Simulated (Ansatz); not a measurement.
AlSi3C3N in space group P3m1 (No. 156; Pearson symbol hP8), PBEsol (plane waves, PAW; program Ansatz), all energies at zero smearing, with the estimated change up to a 700 eV cutoff added, with one set of potentials and settings (totals compare only within such a set). Cell of 8 atoms (1 Al, 1 N, 3 Si, 3 C): -3509.641 eV.

```
element                reference phase  E (eV/atom)
-------  -----------------------------  -----------
Al          Fm-3m, 1 atoms in the cell    -524.5512
N            Pa-3, 8 atoms in the cell    -378.4910
Si          Fd-3m, 2 atoms in the cell    -621.4938
C        P6_3/mmc, 4 atoms in the cell    -246.6953
```

Formation energy per atom, worked out: (-3509.641 − 1×(-524.5512) − 1×(-378.4910) − 3×(-621.4938) − 3×(-246.6953))/8 = -0.254 eV/atom (-25 kJ per mol of atoms), at 0 K, without zero-point energy or fitted corrections.

The start of the workflow was typed in or built on a structure type; neither database checked (COD, Materials Project) lists it. Whether it is the stable phase at ambient conditions was not checked. The cell was relaxed with PBEsol under the symmetry of its start; its stability against distortions is not shown here. The references are the lowest solids computed at this level, not always the standard phases (solids in place of the gases).

Potentials: the earlier of the program's two PAW sets. The files were generated under PBE; for other functionals the program regenerates the frozen cores, and for LDA and PBEsol the local potential too.
